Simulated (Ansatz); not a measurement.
## GaP with Hf replacing Ga: gradients before and after relaxing the atoms

Start: a supercell of GaP (zinc blende type, F-43m) built from an entry of the Crystallography Open Database (COD), with all atoms left at the host's positions.

Space group F-43m (No. 216); a = 16.3515 Å.

```csv
site,Wyckoff,site symmetry,x,y,z
Hf,4a,-43m,0.0000,0.0000,0.0000
Ga2,48h,..m,0.1667,0.0000,0.1667
Ga5,16e,.3m,0.3333,0.8333,0.1667
Ga9,16e,.3m,0.6667,0.6667,0.3333
Ga15,24f,2.mm,0.5000,0.6667,0.5000
P28,16e,.3m,0.0833,0.9167,0.0833
P29,24g,2.mm,0.2500,0.9167,0.2500
P33,48h,..m,0.5833,0.7500,0.4167
P41,16e,.3m,0.4167,0.5833,0.4167
P54,4c,-43m,0.7500,0.2500,0.7500
```

One atom of each set is listed; the run and its k-mesh use a cell of 54 atoms with edges of 11.56, 11.56, 11.56 Å.

The numbers come from a DFT calculation in Ansatz (PBE, plane waves and PAW, scalar-relativistic, 420 eV cutoff, Γ-centred 2×2×2 k-points, Fermi–Dirac smearing 0.01 eV, cell charge +1).

The largest force at the start is 1.9 eV/Å. Relaxing the ions at fixed cell moves them by 0.119 Å at most (atom 28, P) and 0.041 Å rms.

```json
{"site": "Hf", "moved (Å)": "0.000", "first shell before": "4 P at 2.36 Å", "first shell after": "4 P at 2.48 Å", "V_zz before (10²¹ V/m²)": "0.00", "η before": "–"}
{"site": "Ga2", "moved (Å)": "0.051", "first shell before": "4 P at 2.36 Å", "first shell after": "4 P at 2.35–2.37 Å", "V_zz before (10²¹ V/m²)": "2.31", "η before": "0.13"}
{"site": "Ga5", "moved (Å)": "0.013", "first shell before": "4 P at 2.36 Å", "first shell after": "4 P at 2.35–2.36 Å", "V_zz before (10²¹ V/m²)": "-0.32", "η before": "0.00"}
{"site": "Ga9", "moved (Å)": "0.004", "first shell before": "4 P at 2.36 Å", "first shell after": "4 P at 2.36 Å", "V_zz before (10²¹ V/m²)": "-0.31", "η before": "0.00"}
{"site": "Ga15", "moved (Å)": "0.007", "first shell before": "4 P at 2.36 Å", "first shell after": "4 P at 2.36 Å", "V_zz before (10²¹ V/m²)": "-0.20", "η before": "0.97"}
{"site": "P28", "moved (Å)": "0.119", "first shell before": "1 Hf at 2.36 Å, 3 Ga at 2.36 Å", "first shell after": "3 Ga at 2.37 Å, 1 Hf at 2.48 Å", "V_zz before (10²¹ V/m²)": "-6.19", "η before": "0.00"}
{"site": "P29", "moved (Å)": "0.009", "first shell before": "4 Ga at 2.36 Å", "first shell after": "4 Ga at 2.35–2.36 Å", "V_zz before (10²¹ V/m²)": "1.06", "η before": "0.33"}
{"site": "P33", "moved (Å)": "0.009", "first shell before": "4 Ga at 2.36 Å", "first shell after": "4 Ga at 2.35–2.36 Å", "V_zz before (10²¹ V/m²)": "-0.45", "η before": "0.39"}
{"site": "P41", "moved (Å)": "0.003", "first shell before": "4 Ga at 2.36 Å", "first shell after": "4 Ga at 2.35–2.36 Å", "V_zz before (10²¹ V/m²)": "0.017", "η before": "0.00"}
```

**Question.** What are V_zz and η after the relaxation?

**Answer.** 

| site | V_zz after | η after | change of V_zz |
| --- | --- | --- | --- |
| Hf | 0.00 | – | 0.00 |
| Ga2 | 2.79 | 0.14 | +0.48 |
| Ga5 | -0.59 | 0.00 | -0.27 |
| Ga9 | -0.21 | 0.00 | +0.10 |
| Ga15 | -0.30 | 0.71 | -0.10 |
| P28 | -5.43 | 0.00 | +0.76 |
| P29 | 0.32 | 0.98 | -0.74 |
| P33 | 0.37 | 0.51 | – |
| P41 | 0.055 | 0.00 | +0.04 |

The largest change of V_zz along a kept axis is on P28, from -6.19 to -5.43. In per cent, |V_zz| changes by +21 on Ga, -70 to -12 on P (all sites that start above 0.5). Where |V_zz| stays above 0.1 and the axes keep their order, η moves most on P29, from 0.33 to 0.98. On Ga2 V_xx and V_yy change places (or their axes turn by over 50°), so the two values of η hide a larger change. On P33 the largest principal value lies along another axis in the second run, so the two V_zz can't be compared directly. Other sites without a gradient aren't listed.

The defect repeats with the cell of 54 atoms, so it feels its images: sites between two images don't show the values beside a lone defect, and zeros or small values of η there can come from the images' arrangement. A uniform background compensates the cell's charge. Without spin–orbit coupling the gradients at and beside Hf can be off by some per cent, at some sites by more.
Before: With a gap of 0.9 eV on this mesh, small gradients can still move by 0.1 × 10²¹ V/m² or more as the k-mesh gets denser. The neighbours have not yet relaxed around the defect (largest force 1.9 eV/Å), so a real crystal will differ.
After: The relaxation keeps the site symmetry -43m of the start, so the impurity can't leave its site; a start off the site could end lower.
